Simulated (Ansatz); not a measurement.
InRh (CsCl type, Pm-3m), r²SCAN (plane waves, PAW; program Ansatz), all energies at zero smearing, with the estimated change up to a 700 eV cutoff added, with one set of potentials and settings (totals compare only within such a set). Cell of 2 atoms (1 In, 1 Rh): -12028.125 eV.

```
element              reference phase  E (eV/atom)
-------  ---------------------------  -----------
In       I4/mmm, 1 atoms in the cell   -5611.8204
Rh        Fm-3m, 1 atoms in the cell   -6415.2735
```

Formation energy per atom, worked out: (-12028.125 − 1×(-5611.8204) − 1×(-6415.2735))/2 = -0.516 eV/atom (-50 kJ per mol of atoms), at 0 K, without zero-point energy or fitted corrections.

The workflow started from an entry of the Crystallography Open Database (COD). Its standing as an ambient phase is unchecked. Symmetry was held in the r²SCAN relaxation; whether a distortion lowers the energy is not shown. The run is not spin-polarised. The references are the lowest solids computed at this level, not always the standard phases.

Potentials: the later of the program's two PAW sets.
